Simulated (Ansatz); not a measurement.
## CeSi2Pt2: relaxation (Ansatz)

Run with:

```bash
ansatz run input.yaml --threads 2 --pin off --max-ram 2560MiB --backend cpu --events-out ev --progress --plain --runs-dir out
```

The input file (Ansatz 0.2.0, plane waves):

```yaml
crystal:
  lattice:
    - [0.0, 4.216709, 0.0]
    - [4.216709, 0.0, 0.0]
    - [2.108355, 2.108355, -5.116796]
  atoms:
    - { symbol: Si, position: [0.37, 0.37, 0.26] }
    - { symbol: Si, position: [0.63, 0.63, 0.74] }
    - { symbol: Ce, position: [0.0, 0.0, 0.0] }
    - { symbol: Pt, position: [0.75, 0.25, 0.5] }
    - { symbol: Pt, position: [0.25, 0.75, 0.5] }
kpoints:
  mp_grid: { grid: [6, 6, 6], shift: [0, 0, 0] }
magnetization:
  spin_polarized: false
scf:
  occupations: { method: fermi_dirac }
  lower_state_search: "off"
hamiltonian:
  pseudopotentials: { kind: paw }
  xc: r2scan
basis:
  ecutwfc: 500
  fft_grid_basis: typed
relax:
  max_steps: 40
  cell: { p_target: 0.0 }
output:
  forces: true
  stress: true
  eigenvalues: true
  bader: true
  populations: true
  elf: true
  write_potential: true
  volumetric_format: npy
  dos:
    e_range: [-12, 8]
    de: 0.05
    projected: { site_lists: { Ce: [Ce], Pt: [Pt], Si: [Si] } }
  write_density: true
checkpoint:
  read: saved_state
```

Origin of the cell: a known structure type with other elements, at an estimated volume, so it need not be a known compound.

The smearing width isn't typed, so it takes its default of 0.1 eV.

The saved state is a converged single point of the same cell.

Steps («new basis» is an SCF on plane waves selected anew at the same cell):

```json
{"step": "1", "ΔF (meV/atom)": "0.0", "max force component (eV/Å)": "1.094", "P (GPa)": "-1.62", "volume (Å³)": "90.98", "SCF iterations": "15", "step was": "accepted"}
{"step": "2", "ΔF (meV/atom)": "-35.6", "max force component (eV/Å)": "0.388", "P (GPa)": "2.83", "volume (Å³)": "86.86", "SCF iterations": "10", "step was": "accepted"}
{"step": "3", "ΔF (meV/atom)": "-38.7", "max force component (eV/Å)": "0.163", "P (GPa)": "-1.23", "volume (Å³)": "88.58", "SCF iterations": "10", "step was": "accepted"}
{"step": "4", "ΔF (meV/atom)": "-39.8", "max force component (eV/Å)": "0.031", "P (GPa)": "-0.20", "volume (Å³)": "88.00", "SCF iterations": "9", "step was": "accepted"}
{"step": "5", "ΔF (meV/atom)": "-39.9", "max force component (eV/Å)": "0.011", "P (GPa)": "0.14", "volume (Å³)": "87.73", "SCF iterations": "8", "step was": "accepted"}
{"step": "6", "ΔF (meV/atom)": "-39.9", "max force component (eV/Å)": "0.000", "P (GPa)": "0.00", "volume (Å³)": "87.81", "SCF iterations": "6", "step was": "accepted"}
{"step": "7", "ΔF (meV/atom)": "-39.7", "max force component (eV/Å)": "0.000", "P (GPa)": "-0.01", "volume (Å³)": "87.81", "SCF iterations": "7", "step was": "new basis"}
```

Step 1, with forces in eV/Å:

```xyz
5
Lattice="0.000 4.217 0.000 4.217 0.000 0.000 2.108 2.108 -5.117" Properties=species:S:1:pos:R:3:forces:R:3 pbc="T T T" step=1
Si    2.108    2.108   -1.330    0.000    0.000    1.094
Si    4.217    4.217   -3.786    0.000    0.000   -1.094
Ce    0.000    0.000    0.000    0.000    0.000    0.000
Pt    2.108    4.217   -2.558    0.000    0.000    0.000
Pt    4.217    2.108   -2.558    0.000    0.000    0.000
```

Step 2, with forces in eV/Å:

```xyz
5
Lattice="0.000 4.211 0.000 4.211 0.000 0.000 2.105 2.105 -4.898" Properties=species:S:1:pos:R:3:forces:R:3 pbc="T T T" step=2
Si    2.105    2.105   -1.193    0.000    0.000    0.388
Si    4.211    4.211   -3.705    0.000    0.000   -0.388
Ce    0.000    0.000    0.000    0.000    0.000    0.000
Pt    2.105    4.211   -2.449    0.000    0.000    0.000
Pt    4.211    2.105   -2.449    0.000    0.000    0.000
```

Step 3, with forces in eV/Å:

```xyz
5
Lattice="0.000 4.231 0.000 4.231 0.000 0.000 2.115 2.115 -4.949" Properties=species:S:1:pos:R:3:forces:R:3 pbc="T T T" step=3
Si    2.115    2.115   -1.179    0.000    0.000   -0.163
Si    4.231    4.231   -3.770    0.000    0.000    0.163
Ce    0.000    0.000    0.000    0.000    0.000    0.000
Pt    2.115    4.231   -2.475    0.000    0.000    0.000
Pt    4.231    2.115   -2.475    0.000    0.000    0.000
```

Step 4, with forces in eV/Å:

```xyz
5
Lattice="0.000 4.207 0.000 4.207 0.000 0.000 2.104 2.104 -4.971" Properties=species:S:1:pos:R:3:forces:R:3 pbc="T T T" step=4
Si    2.104    2.104   -1.187    0.000    0.000    0.031
Si    4.207    4.207   -3.784    0.000    0.000   -0.031
Ce    0.000    0.000    0.000    0.000    0.000    0.000
Pt    2.104    4.207   -2.486    0.000    0.000    0.000
Pt    4.207    2.104   -2.486    0.000    0.000    0.000
```

Step 5, with forces in eV/Å:

```xyz
5
Lattice="0.000 4.199 0.000 4.199 0.000 0.000 2.100 2.100 -4.975" Properties=species:S:1:pos:R:3:forces:R:3 pbc="T T T" step=5
Si    2.100    2.100   -1.183    0.000    0.000   -0.011
Si    4.199    4.199   -3.792    0.000    0.000    0.011
Ce    0.000    0.000    0.000    0.000    0.000    0.000
Pt    2.100    4.199   -2.487    0.000    0.000    0.000
Pt    4.199    2.100   -2.487    0.000    0.000    0.000
```

Step 7, with forces in eV/Å:

```xyz
5
Lattice="0.000 4.200 0.000 4.200 0.000 0.000 2.100 2.100 -4.978" Properties=species:S:1:pos:R:3:forces:R:3 pbc="T T T" step=7
Si    2.100    2.100   -1.184    0.000    0.000    0.000
Si    4.200    4.200   -3.794    0.000    0.000    0.000
Ce    0.000    0.000    0.000    0.000    0.000    0.000
Pt    2.100    4.200   -2.489    0.000    0.000    0.000
Pt    4.200    2.100   -2.489    0.000    0.000    0.000
```

- Free energy lowered by: 39.7 meV/atom
- Volume change: -3.48 %
- Final pressure: -0.01 GPa
- Relaxation steps listed: 7

Caveats: f shells without a U or exact exchange are poorly placed; no spin polarisation, so a magnetic state may lie lower; no spin-orbit coupling, though heavy elements are present; the relaxation held the start's symmetry, so the end may be a saddle point.

It ran for 2 min on 2 threads of Arm Neoverse V1, with other jobs on the host, peak memory 0.65 GiB, from a saved density.
